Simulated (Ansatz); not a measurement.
## YMgC4N4, before and after

The cell of YMgC4N4 is invented: two interpenetrating cyanide-bridged diamond nets (P-43m, No. 215). Lengths were set from tabulated atomic sizes, so they are only a guess.

start:

Space group P-43m (No. 215). a = 6.189 Å, b = 6.189 Å, c = 6.189 Å, α = 90.00°, β = 90.00°, γ = 90.00°
```tsv
atom	site	symmetry	x	y	z
Y	1b	-43m	0.5000	0.5000	0.5000
Mg	1a	-43m	0.0000	0.0000	0.0000
C	4e	.3m	0.1847	0.1847	0.1847
N	4e	.3m	0.2938	0.2938	0.2938
```

The calculation used DFT PBE, scalar-relativistic, plane waves, PAW (Ansatz 0.2.0). Cutoff 420 eV, Gaussian smearing, Γ-centred meshes. Cell and atoms relax first on a coarse mesh and then on a finer one. In between, the cell is made exact in the group found at 0.06 Å. In metals the finer mesh still leaves noise of several meV/atom or more. The steps can't lower the symmetry of their start. No spin polarisation.

end:

Space group P-43m (No. 215). a = 6.490 Å, b = 6.490 Å, c = 6.490 Å, α = 90.00°, β = 90.00°, γ = 90.00°
```
atom  site  symmetry       x       y       z
   Y    1b      -43m  0.5000  0.5000  0.5000
  Mg    1a      -43m  0.0000  0.0000  0.0000
   C    4e       .3m  0.1934  0.1934  0.1934
   N    4e       .3m  0.2982  0.2982  0.2982
```

The symmetry stays P-43m (No. 215). The volume per atom grows by 15.3 %, from 23.7 to 27.3 Å³. The shortest distance goes from 1.17 Å (C–N) to 1.18 Å (C–N).

- Volume per atom: 27.34 Å³
- Density: 1.32 g/cm³
- Energy over the elements: −0.02 eV/atom
- Gap on the 6×6×6 mesh of the 10-atom cell: 0 eV (a metal)

Energies over the elements count from the elements' standard structures at the same level (N₂ as a molecule), with no fitted energy shifts. The formation energy is too near zero to say whether this cell lies below the elements.

The last run used Gaussian smearing of 0.10 eV. The k mesh leaves some 4 meV/atom of noise in the energy of each metallic cell. The cell is a metal run without spin; a magnetic state may lie lower. The reference form of C is held partly by dispersion forces, which this level lacks. A structure relaxed within its symmetry needn't be a true minimum. In all, the 3 runs took 3 min on 1 thread of Arm Neoverse V1 (shared host).
